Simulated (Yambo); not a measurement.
Absorption of Mg$_{2}$OsH$_{6}$ (space group Fm-3m, No. 225) with and without the electron-hole interaction (Yambo, LDA bands; 8×8×8 mesh, 6 valence and 2 conduction bands, static screening with 47 bands and a 3 Ry block, scissor 1.28 eV, Tamm-Dancoff; field along x).

```csv
E (eV),"Im ε, BSE","Im ε, independent quasiparticles"
3.10,0.09,0.06
3.20,0.09,0.06
3.30,0.10,0.07
3.40,0.11,0.07
3.50,0.12,0.07
3.60,0.13,0.08
3.70,0.15,0.09
3.80,0.16,0.09
3.90,0.18,0.10
4.00,0.21,0.11
4.10,0.25,0.12
4.20,0.30,0.13
4.30,0.37,0.14
4.40,0.46,0.16
4.50,0.59,0.18
4.60,0.75,0.21
4.70,0.96,0.25
4.80,1.35,0.30
4.90,1.83,0.36
5.00,2.21,0.46
5.10,2.56,0.61
5.20,2.89,0.86
5.30,3.29,1.23
5.40,3.62,1.59
5.50,4.18,1.98
5.60,5.10,2.36
5.70,5.93,2.55
5.80,6.23,2.64
5.90,6.08,3.06
6.00,6.08,3.68
6.10,6.57,4.17
6.20,5.87,4.13
6.30,5.27,4.22
6.40,5.98,4.54
6.50,6.29,4.13
6.60,5.79,4.11
6.70,5.70,4.60
6.80,4.95,5.05
6.90,4.42,5.88
7.00,4.05,6.81
7.10,4.08,6.72
```

The scissor comes from a G0W0 run whose convergence isn't established. Broadening 0.15 eV. The band window holds all transitions up to 7.2 eV. Fine structure above the onset can come from the mesh.

Spin-orbit coupling is left out, which matters for elements this heavy: edges can move by tenths of an eV.

Geometry of the Materials Project entry, not relaxed at this level; primitive cell a = 4.6918 Å, b = 4.6918 Å, c = 4.6918 Å, α = 60.00°, β = 60.00°, γ = 60.00°.

The structure is a Materials Project entry; no match was found in the copy of COD used, and its stability was not checked.
